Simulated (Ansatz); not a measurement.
Calculated Na-23 NMR of the central transition for Na2WO4

Cell: a COD entry whose atoms were relaxed with PBE, the cell held.

Space group Fd-3m:1 (No. 227); a = 9.1297 Å.

```csv
site,Wyckoff,site symmetry,x,y,z
Na,16c,.-3m,0.6250,0.6250,0.1250
W,8b,-43m,0.0000,0.0000,0.5000
O,32e,.3m,0.8865,0.8865,0.3865
```

One atom of each set is listed; the run and its k-mesh use a cell of 14 atoms with edges of 6.46, 6.46, 6.46 Å.

The numbers come from a DFT calculation in Ansatz (PBE, plane waves and PAW, scalar-relativistic, 420 eV cutoff, Γ-centred 4×4×4 k-points, Fermi–Dirac smearing 0.02 eV).

Na-23 has I = 3/2 and Q = 104.0 mb (Pyykkö 2018); at 35.2 T its Larmor frequency is ν₀ = 396.7 MHz. Only the quadrupole interaction is simulated: positions count from each site's isotropic chemical shift, and J coupling is left out, as are shift anisotropy and dipolar coupling, which fast spinning averages.

Simulated pattern of one Na site (fast magic-angle spinning, Gaussian broadening 0.02 kHz):

offset (kHz), height and a bar:
```
  -0.9431          0 
  -0.9153          1 
  -0.8875          4 #
  -0.8598          4 #
  -0.8320          4 #
  -0.8042          4 #
  -0.7765          5 #
  -0.7487          4 #
  -0.7209          5 #
  -0.6931          5 #
  -0.6654          5 ##
  -0.6376          5 ##
  -0.6098          5 ##
  -0.5821         23 #######
  -0.5543         76 #######################
  -0.5265         46 ##############
  -0.4987         38 ###########
  -0.4710         34 ##########
  -0.4432         31 #########
  -0.4154         30 #########
  -0.3877         30 #########
  -0.3599         30 #########
  -0.3321         30 #########
  -0.3043         31 #########
  -0.2766         33 ##########
  -0.2488         35 ###########
  -0.2210         39 ############
  -0.1933         46 ##############
  -0.1655         61 ##################
  -0.1377        100 ##############################
  -0.1099         13 ####
  -0.0822          0
```

(1) Which |C_Q| and η does the pattern imply?

Answers

(1) The pattern spans 0.777 kHz before broadening and its centre of gravity is at -0.363 kHz, which fixes P_Q; the places of the horns and steps fix η. That gives P_Q = 2.40 MHz, |C_Q| = 2.40 MHz and η = 0.00. The sign of C_Q can't be read from the pattern.

An axis of threefold or higher order runs through Na, so V_zz lies along it and η is zero.
